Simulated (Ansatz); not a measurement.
Ni3P in space group I-4 (No. 82; Ni on 8g, Ni on 8g, Ni on 8g, P on 8g) at seven volumes, PBEsol in the plane-wave PAW code Ansatz, shape and atoms relaxed at each. One row is withheld.

```json
[
 {"V (Å³/atom)": "9.592", "P (GPa)": "27.08"},
 {"V (Å³/atom)": "9.909", "P (GPa)": "16.44"},
 {"V (Å³/atom)": "10.225", "P (GPa)": "7.50"},
 {"V (Å³/atom)": "10.541", "P (GPa)": "-0.02"},
 {"V (Å³/atom)": "10.857", "P (GPa)": "-6.32"},
 {"V (Å³/atom)": "11.173", "P (GPa)": "?"},
 {"V (Å³/atom)": "11.490", "P (GPa)": "-15.99"}
]
```

Question: Fit the shown pressures and predict the withheld one.

Answer: Third-order Birch–Murnaghan: P = (3/2)B₀(x^(7/2) − x^(5/2))[1 + (3/4)(B′ − 4)(x − 1)] with x = (V₀/V)^(2/3). Least squares on the six rows gives V₀ = 10.541 Å³/atom, B₀ = 228.6 GPa, B′ = 4.84. At V = 11.173, x = 0.9619 and P = -11.56 GPa. The run itself gave -11.59 GPa.

The first step of the workflow began from a Materials Project structure, measured or hypothetical; the Crystallography Open Database files this formula in space group No. 82, but the cells were not matched. Its standing as an ambient phase is unchecked. The cell was relaxed with PBEsol under the symmetry of its start; its stability against distortions is not shown here. No spin polarisation was allowed.

Potentials: the later of the program's two PAW sets.
